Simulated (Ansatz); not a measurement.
ZnAg (CsCl type)

```
CELL_PARAMETERS angstrom
      3.07686     0.00000     0.00000
      0.00000     3.07686     0.00000
      0.00000     0.00000     3.07686
ATOMIC_POSITIONS crystal
  Zn 0.50000 0.50000 0.50000
  Ag 0.00000 0.00000 0.00000
```

Computed with LDA (plane waves to 420 eV, PAW, scalar-relativistic; Ansatz, a quantum-chemistry and plane-wave program). Harmonic phonons by density-functional perturbation theory on a 16×16×16 k mesh, in cm⁻¹ and rounded to 5; i marks imaginary ones, q is in fractions of the reciprocal vectors of the cell shown, and the three acoustic modes at Γ are left out. ZnAg was relaxed with its symmetry unable to fall.

Task: Is the structure dynamically stable at Γ, X = (0.5, 0.0, 0.0), M = (0.5, 0.5, 0.0), R = (0.5, 0.5, 0.5)?

Result: No imaginary mode at these points (lowest 25 cm⁻¹ at M = (0.5, 0.5, 0.0)); other wave vectors were not tested.

Task: Predict the phonon wavenumbers at Γ, X = (0.5, 0.0, 0.0), M = (0.5, 0.5, 0.0), R = (0.5, 0.5, 0.5).

Result: 
```json
[
 {"q": "Γ", "wavenumbers (cm⁻¹)": "170 (×3)"},
 {"q": "X = (0.5, 0.0, 0.0)", "wavenumbers (cm⁻¹)": "100 (×2), 135, 135 (×2), 160"},
 {"q": "M = (0.5, 0.5, 0.0)", "wavenumbers (cm⁻¹)": "25 (×2), 110, 140, 200 (×2)"},
 {"q": "R = (0.5, 0.5, 0.5)", "wavenumbers (cm⁻¹)": "120 (×3), 150 (×3)"}
]
```
